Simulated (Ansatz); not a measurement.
A generated cell, not matched to a known phase here, of AgF: Pm-3m (No. 221), cP2, CsCl type; a = b = c = 2.9758 Å, α = β = γ = 90.00°; Ag 1a (0.000, 0.000, 0.000); F 1b (0.500, 0.500, 0.500). Level of theory: r2SCAN (plane waves to 500 eV, PAW, scalar-relativistic; Ansatz, an electronic-structure program). Element references, the lowest calculated here: Ag (Fm-3m), F (R-3m, a generated molecular cell); gases are represented by their molecular solids.

Total energies (eV/atom, σ → 0; comparable only within this code, potentials and settings):

| phase | E (eV/atom) |
|---|---|
| AgF (Pm-3m) | -4206.545 |
| Ag (Fm-3m) | -7603.941 |
| F (R-3m) | -806.898 |

Question: What is the formation energy of this Pm-3m form of AgF from the elements?

Answer: E_f = -4206.545 − [1 × (-7603.941) + 1 × (-806.898)] / 2 = -1.13 eV/atom (-2.3 eV per formula unit).

A lower structure of this composition may exist.

Static energies, no anion corrections, no zero-point energy. Values are rounded to 0.01 eV/atom. Not shown to be the ambient phase of their composition (a lower form may be missing, and a cell relaxed within its start's symmetry can be a saddle point): AgF (Pm-3m). The compounds carry no spin polarisation. The d or f electrons are treated with no Hubbard U.
